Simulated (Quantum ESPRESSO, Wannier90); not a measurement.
# GaSb (zinc blende), plane waves to Wannier functions

```
GaSb
1.0
    0.00000     3.06860     3.06860
    3.06860     0.00000     3.06860
    3.06860     3.06860     0.00000
Ga Sb
1 1
Direct
  0.00000   0.00000   0.00000
  0.25000   0.25000   0.25000
```

Cell from Materials Project (mp-1156), symmetrised, no further relaxation. COD (Crystallography Open Database) has an entry of this formula and space group (matched by these alone). Level: PBEsol, spinors with spin-orbit coupling; pw.x of Quantum ESPRESSO at 64 Ry with PseudoDojo potentials, 6×6×6 k-points, Wannier90. Density: 10×10×10 mesh, cold smearing 0.01 Ry. With spin-orbit coupling a semilocal functional can close or falsely invert a small gap; the band order was not checked against a better method.

Base run: 16 functions from bands 21-50 of the 50 computed, start hydrogen-like Ga: s;p; Sb: s;p, centres 0.05 Å off the atoms, frozen window up to 1.50 eV relative to the Fermi level, outer window open. Rows change the key named; with other orbitals the number of functions and the frozen window follow, as listed; window edges are relative to the Fermi level. The misfit compares interpolated bands with pw.x on a high-symmetry path, for states up to 1.0 eV relative to the Fermi level. Converged means that the tolerances were met: symmetric starts can stop on a saddle, which shows as a larger Ω_OD at equal Ω_I and can move the misfit too.

Rows with other orbitals or bands describe another subspace, so their Ω_I can't be set against the base's. Runs that didn't settle are not listed.

```csv
setting,orbitals,bands,functions,frozen to (eV),Ω_I (Å²),Ω_D (Å²),Ω_OD (Å²),rms misfit (meV),worst (meV),ended
base,"Ga sp, Sb sp",21-50,16,1.50,25.99,0.09,3.42,20,96,converged
"num_iter = 0 (projection only), orbitals on the atoms","Ga sp, Sb sp",21-50,16,1.50,25.99,0.08,13.35,16,92,no minimisation
start: the same orbitals exactly on the atoms,"Ga sp, Sb sp",21-50,16,1.50,25.99,0.09,12.58,15,100,converged
start: sp3 on every atom,"Ga sp, Sb sp",21-50,16,1.50,25.99,0.13,6.41,17,106,converged
start: atomic waves of the pseudopotential files,"Ga 4s, Ga 4p, Sb 5s, Sb 5p",21-50,16,1.50,25.99,0.11,12.57,15,97,converged
atomic waves with projectability windows 0.01 and 0.95,"Ga 4s, Ga 4p, Sb 5s, Sb 5p",21-50,16,1.50,26.90,0.12,12.52,13,101,converged
```
